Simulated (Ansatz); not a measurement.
Data:

AlGa3N4:
```
CELL_PARAMETERS angstrom
      3.16332     0.00000     0.00000
     -1.58166     2.73952     0.00000
      0.00000     0.00000    10.27828
ATOMIC_POSITIONS crystal
  Ga 0.66667 0.33333 0.00274
  N  0.66667 0.33333 0.19287
  Ga 0.00000 0.00000 0.25545
  N  0.00000 0.00000 0.44565
  Ga 0.66667 0.33333 0.50858
  N  0.66667 0.33333 0.69936
  Al 0.00000 0.00000 0.75500
  N  0.00000 0.00000 0.93904
```

This is the r²SCAN-relaxed structure. x, y and z are the axes in which the lattice vectors are written.

All from r²SCAN (plane waves, PAW; program Ansatz), unless another level is named. Give the Hill bulk and shear moduli.

200 and 118 GPa.

Give the piezoelectric stress constants (proper, relaxed ions, C/m²).

e15 = e24 = -0.30, e16 = e21 = -0.02, e22 = 0.02, e31 = e32 = -0.46, e33 = 0.89.

Space group P3m1. The start of the workflow was typed in or built on a structure type; neither database checked (COD, Materials Project) lists it. Its standing as an ambient phase is unchecked. The r²SCAN relaxation kept the symmetry of its start; whether a distortion lowers the energy is not shown. Signs of piezoelectric constants follow the polarity of the cell as given.

Potentials: the earlier of the program's two PAW sets.
